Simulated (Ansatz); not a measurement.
The relaxed structure here is a generated cell of GaAs: the first start was made by placing the elements on the sites of a structure type, and the end was not matched to a known phase here, so it may be hypothetical. Known forms of GaAs include space group No. 216.

One stationary structure of GaAs. Space group P4₂/mnm (No. 136), AFLOW prototype AB_tP8_136_g_f (as in BeO). Level of theory: PBE (plane waves to 420 eV, PAW, scalar-relativistic; Ansatz, a program for electronic structure).

Space group P4₂/mnm (No. 136); a = 7.026 Å, b = 7.026 Å, c = 4.061 Å, α = 90.00°, β = 90.00°, γ = 90.00°

| atom | site | symmetry | x | y | z |
|---|---|---|---|---|---|
| As | 4f | m.2m | 0.1817 | 0.1817 | 0.0000 |
| Ga | 4g | m.2m | 0.3239 | 0.3239 | 0.5000 |

Q: Give the band gap at the level PBE.

A: 0.21 eV, direct at Γ (no spin-orbit coupling).

No spin polarisation in the result.

It was reached from a disturbed copy of a Pnma (No. 62) cell, against which it lies -0.25 eV/atom.
